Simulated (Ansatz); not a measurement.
A trial cell of Sb2O, before relaxation:

Space group P6/mmm (No. 191). a = 5.087 Å, b = 5.087 Å, c = 3.234 Å, α = 90.00°, β = 90.00°, γ = 120.00°
| atom | site | symmetry | x | y | z |
| --- | --- | --- | --- | --- | --- |
| Sb | 2d | -6m2 | 0.3333 | 0.6667 | 0.5000 |
| O | 1a | 6/mmm | 0.0000 | 0.0000 | 0.0000 |

Level of theory: Ansatz, DFT PBE, scalar-relativistic, plane waves, PAW. Cutoff 420 eV, Gaussian smearing, Γ-centred meshes. Cell and atoms relax first on a coarse mesh and then on a finer one. In between, the cell is made exact in the group found at 0.06 Å. In metals the finer mesh still leaves noise of several meV/atom or more. The steps can't lower the symmetry of their start. No spin polarisation.

A guess keeps its type if space group and coordination stay and the shape of the cell changes little (axis ratios within about 15 %, angles within 6°); the volume may change.

Question: Does it keep its structure type, or change into something else?

Answer: It keeps its type. The symmetry stays P6/mmm (No. 191). The volume per atom shrinks by 14.4 %, from 24.2 to 20.7 Å³. The shortest distance goes from 2.94 Å (Sb–Sb) to 2.81 Å (Sb–Sb). The ratio c/a of the conventional cell changes by a factor of 0.98. Counting neighbours within 15 % of an atom's shortest distance, the start has O 14, Sb 11 and the end O 14, Sb 11.

The zero of energy is the elements' standard structures at the same level (O₂ as a molecule); no fitted shifts are applied.

Question: At what energy does it end?

Answer: +0.45 eV/atom. A positive value: parting into the elements would lower its energy.

The last run used a 12×12×16 mesh (in the run's order of axes) for its 3-atom cell and Gaussian smearing of 0.10 eV. These runs have no spin–orbit coupling, which can matter for Sb. A structure relaxed within its symmetry needn't be a true minimum. Another cell of Sb2O relaxed alike, in P4_2/mnm, lies 0.66 eV/atom lower, so this cell isn't the stable form at this level.
